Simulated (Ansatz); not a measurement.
Relaxed-ion elastic tensor of MoPt (L1₀ or tetragonal B2, space group No. 123) in GPa (Voigt order), plane-wave PAW PBEsol (Ansatz code); density 16.21 g/cm³, 14.91 Å³ per atom.

```
 590   103   208   0.0   0.0   0.0
 103   590   208   0.0   0.0   0.0
 208   208   491   0.0   0.0   0.0
 0.0   0.0   0.0   206   0.0   0.0
 0.0   0.0   0.0   0.0   206   0.0
 0.0   0.0   0.0   0.0   0.0  75.9
```

Problem. Is the crystal mechanically stable?

Solution. Yes: the smallest eigenvalue of C is 75.9 GPa.

Problem. Work out the Voigt, Reuss and Hill averages.

Solution. K_V = 301, K_R = 301, K_H = 301; G_V = 174, G_R = 146, G_H = 160 GPa.

Problem. Give Young's modulus, Poisson's ratio, Pugh's ratio and the universal anisotropy index.

Solution. E = 9KG/(3K + G) = 409 GPa; ν = 0.27; K/G = 1.88 (ductile by the Pugh limit of 1.75); A_U = 5G_V/G_R + K_V/K_R − 6 = 0.94.

Problem. Estimate the sound speeds and the Debye temperature.

Solution. v_l = √((K + 4G/3)/ρ) = 5640 m/s, v_t = √(G/ρ) = 3140 m/s, mean 3500 m/s; Θ = (h/k)(3n/4πV)^(1/3) v_m = 424 K.

Problem. How much does each axis shrink under pressure?

Solution. Linear compressibilities β_i = Σ_j S_ij (j = 1 to 3): x 1.1, y 1.1, z 1.1 per TPa.

Space group P4/mmm (L1₀ or tetragonal B2). The start of the workflow was typed in or built on a structure type; neither database checked (COD, Materials Project) lists it. Its standing as an ambient phase is unchecked. The cell was relaxed with PBEsol under the symmetry of its start; its stability against distortions is not shown here. No spin polarisation was allowed. As this level gives no gap, shear constants depend on the k-mesh and smearing (Fermi–Dirac, 0.1 eV here). Scalar-relativistic: spin–orbit coupling is off unless named, which matters more the heavier the elements.

Potentials: the later of the program's two PAW sets.
